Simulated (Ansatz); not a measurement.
A scan (energy against volume; even scaling of the relaxed cell, symmetry kept) gave these values. All values below come from r2SCAN (plane waves to 500 eV, PAW, scalar-relativistic; Ansatz, a first-principles code).

| Item | Value |
|---|---|
| Bulk modulus B₀ (third-order Birch-Murnaghan fit) | 193 GPa |
| Pressure derivative B₀′ (fit) | 3.6 |
| Equilibrium volume of the fit | 13.30 Å³/atom |

**Question.** Of these crystals, all scanned alike, which one is it?
(A) GaAs (zinc blende)
(B) Li (bcc, W type)
(C) V (bcc, W type)

**Answer.** C, V (bcc, W type). The others have, for the bulk modulus: GaAs 72.3 GPa, Li 13.1 GPa

All were relaxed with their symmetry unable to fall. The PAW data are Ansatz's earlier set. V is run without spin polarisation.

(Under strain, the slope of the energy per volume gives the stress and its curvature an elastic modulus.)
